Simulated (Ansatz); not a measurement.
Structure: Ga₄SbAs₃ as one 8-atom ordering (Pmm2) on the zincblende lattice, at its r2SCAN minimum. It is orthorhombic, Pmm2 (No. 25); a = 4.094 Å, b = 8.187 Å, c = 5.773 Å in the conventional setting, 24.19 Å³ an atom. Around As lie 4 Ga at 2.47–2.48 Å; around Ga lie 3 As at 2.45–2.48 Å and 1 Sb at 2.62 Å; around As lie 4 Ga at 2.45–2.48 Å; around Ga lie 4 As at 2.48 Å; around Sb lie 4 Ga at 2.59–2.62 Å; around Ga lie 2 As at 2.47 Å and 2 Sb at 2.59 Å.

```
As Ga Sb
1.0
     4.09417    0.00000    0.00000
     0.00000    8.18664    0.00000
     0.00000    0.00000    5.77327
As Ga Sb
3 4 1
Direct
  0.00000 0.24210 0.00017
  0.50000 0.00000 0.50071
  0.00000 0.75790 0.00017
  0.50000 0.23694 0.75859
  0.00000 0.00000 0.25855
  0.50000 0.76306 0.75859
  0.00000 0.50000 0.22351
  0.50000 0.50000 0.49969
```

3 runs of Ansatz 0.2.0 on this cell differ in the functional (and in the settings that go with it). Levels are in eV from each run's valence top; v1 is the last filled band, c1 the first empty one.

Run A, mean stress 0.0 GPa (compression positive):
```tsv
point	v4	v3	v2	v1	c1	c2
Γ	-1.28	-0.20	-0.16	0.00	0.48	1.46
X	-2.85	-2.73	-1.70	-1.14	1.47	1.53
S	-2.92	-2.70	-2.56	-2.44	2.37	2.62
```

Run B, mean stress +2.5 GPa (compression positive):
```tsv
point	v4	v3	v2	v1	c1	c2
Γ	-1.22	-0.18	-0.15	0.00	0.05	1.21
X	-2.73	-2.61	-1.62	-1.09	1.20	1.27
S	-2.81	-2.59	-2.46	-2.36	2.11	2.35
```

Run C, mean stress +0.5 GPa (compression positive):
```tsv
point	v4	v3	v2	v1	c1	c2
Γ	-1.32	-0.18	-0.16	0.00	0.87	1.81
X	-2.96	-2.83	-1.76	-1.18	1.75	1.87
S	-3.04	-2.79	-2.66	-2.52	2.75	2.98
```

Question: Match the runs to PBE, r2SCAN, HSE06.

Answer: A is r2SCAN, B is PBE, C is HSE06. In order of the gap: PBE 0.05, r2SCAN 0.48, HSE06 0.87 eV. The stress vanishes for r2SCAN, which relaxed the cell.

All values are calculated for a non-magnetic cell, which may be hypothetical.

Spin-orbit coupling is left out, which matters wherever the heavy atoms make up the band edges.

The stress of a hybrid is loosely converged in these runs.

Gaps or overlaps of about a tenth of an eV are at the limit of these meshes: between the points read a gap can be smaller or closed.

The meshes of the hybrids are coarse, so their gaps aren't converged to the digits shown.
